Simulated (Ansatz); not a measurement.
Values for one crystal, relaxed and computed with LDA in the plane-wave PAW code Ansatz; other levels are named.

- Volume per atom: 21.57 Å³
- Band gap: 1.25 eV (direct)
- Highest zone-centre frequency (without LO–TO term): 27.0 meV
- Formation energy from the elements (no fitted shifts): -0.66 eV/atom
- Conduction-band minimum: at Γ
- Young's modulus: 81.8 GPa
- Hill bulk and shear moduli: 71.7 and 31.2 GPa

Which of these materials gives this?
(A) ZnO, wurtzite
(B) SnSe, Pnma (Sn on 4c, Se on 4c)
(C) WSe2, P6_3/mmc (W on 2c, Se on 4f)
(D) ZnSe, zinc blende

D, ZnSe, zinc blende

Space group F-43m (zinc blende). The LDA relaxation kept the symmetry of its start. The references are the lowest solids computed at this level, not always the standard phases. Spin–orbit coupling is left out wherever it is not named.

Potentials: the earlier of the program's two PAW sets. The files were generated under PBE; for other functionals the program regenerates the frozen cores, and for LDA and PBEsol the local potential too.
